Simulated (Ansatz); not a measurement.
MgSe (zinc blende, F-43m), the program Ansatz at the r²SCAN level (PAW). The conduction-band minimum lies at Γ, with 1 equivalent valley. Second derivatives d²E/dk² of the lowest band at one valley (eV·Å²), along Cartesian directions:

```csv
direction,d²E/dk²
[100],35.71
[010],35.71
[001],35.71
[110],35.70
[101],35.70
[011],35.70
```

**Question.** Find the principal effective masses, the density-of-states mass and the conductivity mass.

**Answer.** Off-diagonal terms follow from H_xy = H[110] − (H_xx + H_yy)/2, and m*/mₑ = 7.620 eV·Å² over each eigenvalue: 0.21, 0.21, 0.21. One valley's DOS mass (m₁m₂m₃)^(1/3) = 0.21, conductivity mass 3/(Σ 1/mᵢ) = 0.21 mₑ.

**Question.** What effective density of states Nc follows at 300 K for parabolic valleys?

**Answer.** Nc = 2.509e19 × 1 × (0.21)^(3/2) ≈ 2.4e18 cm⁻³.

The workflow started from a Materials Project entry (that database holds measured and hypothetical structures alike); the Crystallography Open Database copy checked does not list it. COD files the formula under space group No. 225, so this cell is another polymorph or a model. Whether it is the stable phase at ambient conditions was not checked. The cell was relaxed with r²SCAN under the symmetry of its start; whether a distortion lowers the energy is not shown. Scalar-relativistic: spin–orbit coupling is off unless named, which matters more the heavier the elements.

Potentials: the later of the program's two PAW sets.

Edges and masses are those of Kohn–Sham bands, whose gap is no quasiparticle gap.
